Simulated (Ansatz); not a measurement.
A geometry of Ir away from equilibrium: the start of the relaxation of a relaxed Ir cell, doubled along one cell vector, shaken by Gaussian noise of σ = 0.08 Å a coordinate. All values below come from PBEsol (plane waves to 420 eV, PAW, scalar-relativistic; Ansatz, a program for electronic structure). Γ-centred k-mesh 14×14×7 on the run's cell (coarser than for final values), Fermi–Dirac smearing 0.05 eV.

```xyz
2
Lattice="2.6291 0.0000 0.0000 -1.3146 2.2769 0.0000 0.0000 0.0000 5.1320" Properties=species:S:1:pos:R:3:forces:R:3 pbc="T T T" free_energy=-23596.759 pressure_GPa=3.8
Ir     0.0579     0.0426     1.4205    0.0001   -0.0005   -1.3106
Ir     0.0124     0.1665     3.8224   -0.0001    0.0005    1.3106
```

Positions in Å, forces in eV/Å, free energy of the cell in eV (comparable only within this code, potentials and settings). Largest force: 1.31 eV/Å, on Ir1, Ir2 (atoms numbered as listed); the geometry lies 0.58 eV/atom above the end of its relaxation.

No spin polarisation in the result.

The run could not lose the symmetry of its start, so the end can be a saddle point.

The end of the path is a generated cell of Ir: the first start was made by a random draw of sites in a space group, and the end was not matched to a known phase here, so it may be hypothetical. Known forms of Ir include space group No. 225.
